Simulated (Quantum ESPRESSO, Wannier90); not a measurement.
## Hf (hcp (Mg type)), plane waves to Wannier functions

```xyz
2
Lattice="3.1924 0.0000 0.0000 -1.5962 2.7647 0.0000 0.0000 0.0000 5.0450" Properties=species:S:1:pos:R:3 pbc="T T T"
Hf     1.5962    -0.9216     1.2613
Hf    -1.5962     0.9216    -1.2613
```

Materials Project entry mp-103; symmetrised, unrelaxed at this level. This is the element's usual structure. Level: PBE, no spin polarisation, no spin-orbit coupling; pw.x of Quantum ESPRESSO at 47 Ry with PseudoDojo potentials, 12×12×6 k-points, Wannier90. Density: 18×18×8 mesh, cold smearing 0.01 Ry. Spin-orbit coupling is left out although heavy elements are present.

A tight-binding model is made by disentanglement and projection with no localisation steps (num_iter = 0), so the 18 orbitals stay atom-like: hydrogen-like Hf: s;p;d, axes along x, y, z; frozen window up to 1.50 eV relative to the Fermi level. It follows pw.x to 4.7 meV rms for states up to 1.0 eV relative to the Fermi level. Matrix elements depend on this choice of orbitals and windows.

Task: What are the on-site energies relative to the Fermi level, and how fast do the hoppings decay?

Result: 
| atom | orbitals | energy (eV) |
|---|---|---|
| Hf1 | s | 4.48 |
| Hf1 | pz | 11.18 |
| Hf1 | px py | 11.03 |
| Hf1 | dz2 | 3.05 |
| Hf1 | dxz dyz dx2-y2 dxy | 3.03 |
| Hf2 | s | 4.48 |
| Hf2 | pz | 11.18 |
| Hf2 | px py | 11.03 |
| Hf2 | dz2 | 3.05 |
| Hf2 | dxz dyz dx2-y2 dxy | 3.03 |

```tsv
distance of the centres (Å)	largest modulus (eV)
3–4	2.5
4–5	0.14
5–6	0.22
6–7	0.055
7–8	0.079
8–9	0.039
9–10	0.031
10–11	0.017
11–12	0.0091
12–13	0.0091
```
